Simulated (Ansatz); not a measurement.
NbCo2, several self-consistent solutions

```
Nb Co
1.0
     0.00000    3.38700    3.38700
     3.38700    0.00000    3.38700
     3.38700    3.38700    0.00000
Nb Co
2 4
Cartesian
  0.0000 0.0000 0.0000
  1.6935 1.6935 1.6935
  4.2337 4.2337 4.2337
  4.2337 2.5402 2.5402
  2.5402 2.5402 4.2337
  2.5402 4.2337 2.5402
```

All energies were calculated with Ansatz 0.2.0 (r2SCAN; 500 eV; 9×9×9 Γ-centred mesh; fermi-dirac occupations of width 0.050 eV). The atoms are fixed and numbered as listed; spin is collinear, without spin-orbit coupling.

The cycle has several fixed points for this cell. Moments (μB):

```csv
state,Co3,Co4,Co5,Co6,other atoms together,size of the net moment a cell
A,1.28,1.28,-1.28,-1.28,0.00,0.00
B,1.67,1.67,1.67,-0.87,0.39,4.40
C,0.00,0.00,0.00,0.00,0.00,0.00
D,1.60,1.60,1.60,1.60,0.57,6.66
```

Site moments are taken in small spheres that don't touch (radius about 0.4 of the atom's shortest bond), so those of the magnetic atoms read low, and they needn't add up to the net moment. State C was run without spin polarisation.

Q: Which state has the lowest energy at zero smearing, and how far up are the others?

A: State D (parallel moments) is lowest; B (antiparallel, not compensated) lies 46 meV above it, A (antiparallel, compensated) lies 74 meV above it, C (without moments) lies 112 meV above it, all counted an atom of the cell.

Q: Which states have a gap on the mesh, and what pressure does each exert on this cell?

A: A: no gap, -2.7 GPa; B: no gap, -1.0 GPa; C: no gap, -10.3 GPa; D: no gap, 0.4 GPa (positive in compression). Moments take up room: without them the pressure is lower, so that state wants a smaller cell.

Q: What does magnetism gain here?

A: 112 meV an atom of the cell, or 168 meV for each Co atom, against state C, which has none. In a metal like this the level decides whether moments form at all, so this is no ordering energy.

Of 3 runs begun from atoms with typed moments, each in a different pattern, 1 ended in state D: one start isn't enough to call a state the ground state.

The cell is that of a Crystallography Open Database entry, unchanged.

Caveats: only orders that fit this cell and collinear spins were tried, so the true order may need a larger cell or canted moments; atoms and cell are not relaxed, and each state would relax in its own way; r2SCAN overestimates the moments and magnetic energies of itinerant metals, and can make a paramagnetic metal magnetic; the k mesh is coarse, so differences of a few meV are uncertain where a state is a metal; one start a pattern, so a lower state of the same pattern may exist; the nearest magnetic atoms form triangles, which frustrates antiparallel coupling, so the true order may be non-collinear or need another cell.
